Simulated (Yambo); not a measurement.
```
CELL_PARAMETERS angstrom
      3.08219     0.00000     0.00000
     -1.54110     2.66926     0.00000
      0.00000     0.00000     4.93341
ATOMIC_POSITIONS crystal
  N  0.66667 0.33333 0.88098
  N  0.33333 0.66667 0.38098
  Al 0.66667 0.33333 0.49902
  Al 0.33333 0.66667 0.99902
```

AlN (wurtzite, space group P6_3mc, No. 186): mean Im ε in 1 eV windows above the direct gap of 6.05 eV, for different electron-hole kernels (Yambo, broadening 0.15 eV, norm-conserving LDA (Quantum ESPRESSO, 84 Ry, without SOC) bands; 9×9×6 mesh, 5 valence and 3 conduction bands, static screening with 23 bands and a 4 Ry block, scissor 1.56 eV, Tamm-Dancoff; field along x).

```tsv
window (eV)	independent quasiparticles	BSE
6.0 to 7.0	0.6	3.7
7.0 to 8.0	1.9	9.3
8.0 to 9.0	6.0	7.6
9.0 to 10.0	7.8	3.4
```

This run doesn't resolve bound excitons or single peaks, so only averages are given, and they too depend on the mesh; weight that the attraction moves below the gap isn't listed. All transitions below 10.26 eV are in the band window. The scissor comes from a G0W0 run whose convergence isn't established.

Geometry relaxed with LDA.
